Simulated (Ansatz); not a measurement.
# Structure relaxation, KI

The start is a relaxed KI cell, doubled along one cell vector, shaken by Gaussian noise of σ = 0.08 Å a coordinate. A full variable-cell relaxation at zero pressure is run with PBEsol (plane waves to 420 eV, PAW, scalar-relativistic; Ansatz, a quantum-chemistry and plane-wave program). The first steps use a coarse 6×3×6 k-mesh.

Input geometry:
```
KI
1.0
    0.00000     3.50327     3.50327
    7.00655     0.00000     7.00655
    3.50327     3.50327     0.00000
I K
2 2
Cartesian
  0.08938  -0.08867   0.03430
  3.58327  -0.06494   3.56206
  3.51190   3.57174   3.55857
  6.88800   3.48857   7.01479
```

Q: How much energy is released per atom?

A: 11 meV/atom.

Q: How do the shortest distances between atoms change?

A: The closest pairs of elements (up to four, under 3.6 Å), start → end: I–K 3.31 → 3.50 Å.

Q: Is the relaxed structure metallic? Give its gap.

A: 3.87 eV (no spin-orbit coupling).

It ends as:

Space group Fm-3m (No. 225); a = b = c = 7.006 Å, α = β = γ = 90.00°

| atom | site | symmetry | x | y | z |
|---|---|---|---|---|---|
| I | 4b | m-3m | 0.5000 | 0.5000 | 0.5000 |
| K | 4a | m-3m | 0.0000 | 0.0000 | 0.0000 |
(The calculation used a cell of 4 atoms; values per cell refer to that cell.)

Final values are on a 8×8×4 k-mesh of the relaxed cell. No spin polarisation in the result.
